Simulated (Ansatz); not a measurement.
A plane-wave DFT run in Ansatz 0.2.0 (scalar-relativistic PAW potentials unless the input names others): input and command.

```yaml
crystal:
  lattice:
    - [0.0, 3.3423446473, 3.3423446473]
    - [3.3423446473, 0.0, 3.3423446473]
    - [3.3423446473, 3.3423446473, 0.0]
  atoms:
    - { symbol: Ba, position: [0.0, 0.0, 0.0] }
    - { symbol: Be, position: [0.5, 0.5, 0.5] }
    - { symbol: Be, position: [0.25, 0.25, 0.25] }
    - { symbol: Be, position: [0.75, 0.75, 0.75] }
basis:
  ecutwfc: 420
  xc_grid: 1
kpoints:
  mp_grid: { grid: [12, 12, 12] }
hamiltonian:
  xc: pbe
scf:
  occupations: { method: gaussian, width: 0.1 }
output:
  forces: true
  eigenvalues: true
  stress: true
```

```bash
ansatz run input.yaml --threads 1 --pin off --max-ram 2560MiB --backend cpu --events-out ev --progress --plain --runs-dir out
```

Abridged log:
```
Basis set: ecut = 420 eV, 1459 PW (Γ)
Bands: 12, of which v1, the nominal top of the filled ones, is band 8 counted from 1 (7 counted from 0)
Symmetry: 48 space group operations
k-points: 72 of 1728
SCF iter   1: F=—  HF=-6223.920043 eV  |F-HF|=—  |Δ(HF+E_count)|=         —  Δρ=1.87e-3  dr2=5.59e-3  ethr=1.77e-3  ⟨swp⟩=7.6  Hψ=5868  notcnv=0
SCF iter   2: F=—  HF=-6223.918960 eV  |F-HF|=—  |Δ(HF+E_count)|=   1.08e-3  Δρ=1.13e-3  dr2=2.00e-3  ethr=3.50e-5  ⟨swp⟩=1.2  Hψ=1487  notcnv=0
SCF iter   3: F=—  HF=-6223.918510 eV  |F-HF|=—  |Δ(HF+E_count)|=   4.50e-4  Δρ=1.69e-4  dr2=2.54e-5  ethr=1.25e-5  ⟨swp⟩=2.3  Hψ=1250  notcnv=0
SCF iter   4: F=—  HF=-6223.918508 eV  |F-HF|=—  |Δ(HF+E_count)|=   2.31e-6  Δρ=2.79e-5  dr2=5.55e-7  ethr=1.59e-7  ⟨swp⟩=2.6  Hψ=1464  notcnv=0
SCF iter   5: F=-6223.918508 eV  HF=-6223.918508 eV  |F-HF|=1.33e-9  |Δ(HF+E_count)|=   3.19e-8  Δρ=3.64e-6  dr2=1.07e-8  ethr=3.47e-9  ⟨swp⟩=2.1  Hψ=1386  notcnv=0
SCF iter   6: F=-6223.918508 eV  HF=-6223.918508 eV  |F-HF|=1.27e-11  |Δ(HF+E_count)|=  5.01e-10  Δρ=4.88e-7  dr2=2.17e-10  ethr=6.72e-11  ⟨swp⟩=2.7  Hψ=3122  notcnv=0
SCF 1 converged in 6 iterations: F = -6223.918508 eV  dr2 = 2.17e-10
SCF converged after 6 iterations
Free energy (F): -6223.918508 eV
Harris-Foulkes:  -6223.918508 eV  (|F-HF|=1.27e-11)
Internal energy: -6223.912274 eV  (E = F + TS)
E sigma→0 (E₀):  -6223.915391 eV
Entropy (-TS):   -0.006234 eV (-1.558 meV/atom)
Fermi energy:    6.613111 eV
--- Forces (eV/Å), atoms counted from 1 ---
  atom   1  Ba     0.00000000     0.00000000     0.00000000
  atom   2  Be     0.00000000     0.00000000     0.00000000
  atom   3  Be     0.00000000     0.00000000     0.00000000
  atom   4  Be     0.00000000     0.00000000     0.00000000
--- Stress (GPa, compression-positive) ---
       -0.000395       0.000000       0.000000
        0.000000      -0.000395       0.000000
        0.000000       0.000000      -0.000395
  P = ⅓ Tr σ = -0.0004 GPa (-0.004 kbar)
```

Apart from outputs, empty bands and the relaxation, which only the reference makes, the input differs from a reference run on usual settings in basis.xc_grid: not typed → 1. The reference, at the same geometry, ended its own course with pressure 0.00 GPa, largest force 0.000 eV/Å, no gap on the mesh. This run converged in 6 SCF iterations with an energy at zero smearing 0.07 meV/atom below the reference's, pressure 0.00 GPa, largest force 0.000 eV/Å, no gap on the mesh.

It took 3.6 s on 1 thread of Intel(R) Xeon(R) Platinum 8488C (Sapphire Rapids), with other jobs on the host, peak memory 0.4 GiB.